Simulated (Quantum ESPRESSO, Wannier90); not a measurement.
## MgTe (wurtzite): Wannier90 run

```
CELL_PARAMETERS angstrom
      4.59020     0.00000     0.00000
     -2.29510     3.97523     0.00000
      0.00000     0.00000     7.43781
ATOMIC_POSITIONS crystal
  Mg 0.33333 0.66667 0.99599
  Mg 0.66667 0.33333 0.49599
  Te 0.33333 0.66667 0.37401
  Te 0.66667 0.33333 0.87401
```

Structure: Materials Project mp-1039, symmetrised, not relaxed again. COD (Crystallography Open Database) has an entry of this formula and space group (matched by these alone). Level: PBEsol, spinors with spin-orbit coupling; pw.x of Quantum ESPRESSO at 68 Ry with PseudoDojo potentials, 4×4×4 k-points, Wannier90. Density: 12×12×4 mesh, cold smearing 0.01 Ry.

Valence charges of the files: Mg 10, Te 16. 88 bands were computed.

Isolated groups of bands, relative to the valence-band maximum (bands from 53 on overlap up to the last one computed):

```tsv
bands	from (eV)	to (eV)	filling	weight on atomic waves
1–4	-75.17	-75.17	filled	Mg 2s 100 %
5–8	-42.28	-42.28	filled	Mg 2p 100 %
9–16	-42.00	-41.99	filled	Mg 2p 100 %
17–24	-36.22	-36.22	filled	Te 4d 100 %
25–36	-34.76	-34.75	filled	Te 4d 100 %
37–40	-10.51	-9.72	filled	Te 5s 90 %, Mg 3s 10 %
41–52	-3.55	0.00	filled	Te 5p 88 %, Mg 3s 9 %
```

Wanted is a model with the orbitals Mg s p, Te s p, without the filled groups that are mainly made of other shells (semicore states, and anion s where it isn't named); all higher bands stay in for disentanglement.

Problem. Give num_wann, exclude_bands and num_bands, and the number of electrons that the model holds.

Solution. Electrons: 2×10 + 2×16 = 52, which fill 52 bands.
num_wann = 2 × (2×4 + 2×4) = 32.
exclude_bands = 1-36, 36 bands, so num_bands = 88 − 36 = 52.
The model holds 52 − 1×36 = 16 electrons. With the window frozen to 3.54 eV it follows pw.x to 22 meV rms (states up to 3.0 eV relative to the valence-band maximum).
